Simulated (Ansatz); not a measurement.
Cu Kα1 powder pattern (kinematic, no thermal factors).
| 2θ (°) | relative intensity |
| --- | --- |
| 14.56 | 2 |
| 15.45 | 1 |
| 17.09 | 2 |
| 21.29 | 1 |
| 23.11 | 1 |
| 26.92 | 100 |
| 26.93 | 100 |
| 27.92 | 2 |
| 30.74 | 1 |
| 31.18 | 17 |
| 31.20 | 8 |
| 44.67 | 22 |
| 44.69 | 22 |
| 44.69 | 86 |
| 52.93 | 30 |
| 52.94 | 30 |
| 52.96 | 15 |
| 52.96 | 15 |
| 55.49 | 3 |
| 55.50 | 3 |
| 65.03 | 14 |
| 65.07 | 7 |
| 71.70 | 6 |
| 71.72 | 12 |
| 71.73 | 6 |
| 71.73 | 12 |
| 73.86 | 1 |
| 73.89 | 3 |
| 73.89 | 1 |
| 73.91 | 3 |
| 82.34 | 14 |
| 82.36 | 14 |
| 82.37 | 7 |
| 82.38 | 7 |
| 88.57 | 7 |
| 88.58 | 3 |
| 88.58 | 7 |
| 88.61 | 3 |
| 88.62 | 3 |
| 88.63 | 3 |

The pattern is computed from a structure relaxed with DFT PBE, scalar-relativistic, plane waves, PAW (Ansatz 0.2.0). No spin polarisation. Its elements are Al, As, Ga.

Question: Give the structure.

Answer: Al$_{5}$GaAs$_{6}$.
Space group Pmm2 (No. 25). a = 4.054 Å, b = 12.158 Å, c = 5.729 Å, α = 90.00°, β = 90.00°, γ = 90.00°
```tsv
atom	site	symmetry	x	y	z
Al	2g	m..	0.0000	0.8331	0.0000
Al	2h	m..	0.5000	0.3335	0.4999
Al	1b	mm2	0.0000	0.5000	0.0000
Ga	1c	mm2	0.5000	0.0000	0.5001
As	2h	m..	0.5000	0.8328	0.7508
As	1a	mm2	0.0000	0.0000	0.2482
As	2g	m..	0.0000	0.3335	0.2501
As	1d	mm2	0.5000	0.5000	0.7502
```

A pattern alone doesn't exclude other cells with like lines; this is the one computed.

It was reached by relaxing an invented guess, and it needn't be the stable form of this composition.
